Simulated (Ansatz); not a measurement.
**AlV: course of a relaxation**

These are results of DFT PBEsol, scalar-relativistic, plane waves, PAW (Ansatz 0.2.0), not measurements. Settings: 420 eV cutoff, 12×10×10 k-mesh, Gaussian smearing of 0.10 eV, no spin polarisation.

What was changed: biaxial strain in the a-b plane, c and atoms relaxed: -4.0 %.

Input:

```yaml
crystal:
  lattice:
    - [3.351565466, 0.0, 0.0]
    - [0.0, 3.7706073256, 0.0]
    - [0.0, 0.0, 4.133957263]
  atoms:
    - { symbol: Al, position: [0.0, 0.0, 0.0] }
    - { symbol: Al, position: [0.5, 0.5, 0.0] }
    - { symbol: V, position: [0.5, 0.0, 0.5] }
    - { symbol: V, position: [0.0, 0.5, 0.5] }
basis:
  ecutwfc: 420
kpoints:
  mp_grid: { grid: [12, 10, 10] }
hamiltonian:
  xc: pbesol
scf:
  occupations: { method: gaussian, width: 0.1 }
output:
  forces: true
  stress: true
  eigenvalues: true
relax:
  adjacent_minimum: "off"
  f_tol: 0.008
  max_steps: 40
  cell: { stress_tol: 0.05, fix: [a, b, gamma] }
```

F is the free energy. Steps run on the plane waves of an earlier cell, but the last one, and at times one on the way, on a freshly chosen basis, so a repeated geometry can differ a little in energy. The held parts of the cell keep their stress, so P needn't end at zero.

Steps:

| step | F − F(1) (eV) | largest force component (eV/Å) | V (Å³/atom) | P (GPa) |
| --- | --- | --- | --- | --- |
| 1 | 0.0000 | 0.000 | 13.061 | 10.26 |
| 2 | -0.0003 | 0.000 | 13.096 | 9.77 |
| 3 | -0.0003 | 0.000 | 13.094 | 9.80 |
| 4 | -0.0003 | 0.000 | 13.094 | 9.80 |

Relaxed structure:

```xyz
4
Lattice="3.3516 0.0000 0.0000 0.0000 3.7706 0.0000 0.0000 0.0000 4.1444" Properties=species:S:1:pos:R:3 pbc="T T T"
Al    0.0000    0.0000    0.0000
Al    1.6758    1.8853    0.0000
V     1.6758    0.0000    2.0722
V     0.0000    1.8853    2.0722
```

It takes space group Cmmm (No. 65, orthorhombic). The conventional cell has a = 3.352 Å, b = 3.771 Å, c = 4.144 Å, α = 90.00°, β = 90.00°, γ = 90.00°. Around Al (site symmetry mmm) lie 4 Al at 2.52 Å and 8 V at 2.66 to 2.80 Å. V (site symmetry mmm) is surrounded by 4 V at 2.52 Å and 8 Al at 2.66 to 2.80 Å.

The run converged. The run took about 60 core-seconds.